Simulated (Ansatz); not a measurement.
NaH:
```
CELL_PARAMETERS angstrom
      0.00000     2.39721     2.39721
      2.39721     0.00000     2.39721
      2.39721     2.39721     0.00000
ATOMIC_POSITIONS crystal
  Na 0.00000 0.00000 0.00000
  H  0.50000 0.50000 0.50000
```

Relaxed with r²SCAN.

Problem. Map the electron localisation function on the plane through (0.000, 0.000, 0.000) spanned by u = [1, 0, 0] and v = [0, 1, -1] in lattice vectors, from plane-wave PAW r²SCAN (Ansatz code).

Solution. x is the fraction of u, y of v (the angle between them is 90°; rows are the nearest grid lines); atoms in the plane: Na at (0.00, 0.00), H at (0.50, 0.50).
```
|.:+*-        -*+:.|
|:-++:        :++-:|
|++*=.  .--.  .=*++|
|*+=.  .*%%*.  .=+*|
|-:.  .*@@@@*.  .:-|
|    .*@@@@@@*.    |
|   .*@@@@@@@@*.   |
|  .*@@@@@@@@@@*.  |
|  -%@@@@@@@@@@%-  |
|  -%@@@@@@@@@@%-  |
|  .*@@@@@@@@@@*.  |
|   .*@@@@@@@@*.   |
|    .*@@@@@@*.    |
|-:.  .*@@@@*.  .:-|
|*+=.  .*%%*.  .=+*|
|++*=.  .--.  .=*++|
|:-++:        :++-:|
|.:+*-        -*+:.|
```
Scale: ten equal steps from 0.013 (start of ' ') to 1.00 (end of '@'), in the order ' .:-=+*#%@'; x runs from 0.000 to 1.00, y from 0.000 (bottom) to 1.00 (top).

The density is the valence pseudo-density with augmentation charge, so density and ELF within about 1 Å of a nucleus are not all-electron values.

Space group Fm-3m (rock salt). Symmetry was held in the r²SCAN relaxation; phonons on a q-mesh show no instability.

Potentials: the later of the program's two PAW sets.
